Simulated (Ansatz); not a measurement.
Data:

CoNiN$_{2}$:
```xyz
4
Lattice="1.3692 0.7905 5.7429 -1.3692 0.7905 5.7429 0.0000 -1.5810 5.7429" Properties=species:S:1:pos:R:3 pbc="T T T"
Co     0.0000     0.0000     8.6143
Ni     0.0000     0.0000     0.0000
N      0.0000     0.0000    15.4336
N      0.0000     0.0000     1.7949
```
The run is spin-polarised; directions of the spins, atom by atom: 0 0 0 0.

This is the PBE-relaxed structure.

Task: All from PBE (plane waves, PAW; program Ansatz), unless another level is named. Predict the electronic character.

Result: metallic (no gap).

Task: Next, the density of states at the Fermi level?

Result: 1.1 states/eV per atom (mean over ±0.08 eV).

Task: Predict the formation energy from the elements (no fitted shifts).

Result: 0.47 eV/atom.

Space group R-3m. The start of the workflow was typed in or built on a structure type; neither database checked (COD, Materials Project) lists it. Its standing as an ambient phase is unchecked. The PBE relaxation kept the symmetry of its start; whether a distortion lowers the energy is not shown. The final state is ferromagnetic, the only order run, not a proven ground state. Its formation energy is positive at this level, so the cell may be metastable or incomplete. No Hubbard U is applied. The references are the lowest solids computed at this level, not always the standard phases (solids in place of the gases).

Potentials: the later of the program's two PAW sets.
